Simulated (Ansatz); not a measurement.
La$_{2}$O$_{3}$:
Space group P-3m1 (No. 164); a = b = 3.9352 Å, c = 6.1263 Å, α = β = 90.00°, γ = 120.00°

| atom | site | symmetry | x | y | z |
|---|---|---|---|---|---|
| La | 2d | 3m. | 0.3333 | 0.6667 | 0.2461 |
| O | 1a | -3m. | 0.0000 | 0.0000 | 0.0000 |
| O | 2d | 3m. | 0.6667 | 0.3333 | 0.3539 |

Relaxed at zero pressure with r²SCAN (plane waves, PAW; program Ansatz).

Q: The volume is raised by 6 % and shape and atoms relax at that volume. What pressure results, and how do the axes share the change?

A: -6.1 GPa; a 1.2 %, b 1.2 %, c 3.6 %; the energy rises by 20 meV/atom.

Q: Give the new structure.

A: 
Space group P-3m1 (No. 164); a = b = 3.9815 Å, c = 6.3439 Å, α = β = 90.00°, γ = 120.00°

| atom | site | symmetry | x | y | z |
|---|---|---|---|---|---|
| La | 2d | 3m. | 0.3333 | 0.6667 | 0.2503 |
| O | 1a | -3m. | 0.0000 | 0.0000 | 0.0000 |
| O | 2d | 3m. | 0.6667 | 0.3333 | 0.3560 |

The phase is kept; no other phase was compared at this pressure.

The cell was relaxed with r²SCAN under the symmetry of its start. Spin–orbit coupling is left out wherever it is not named.

Potentials: the later of the program's two PAW sets.
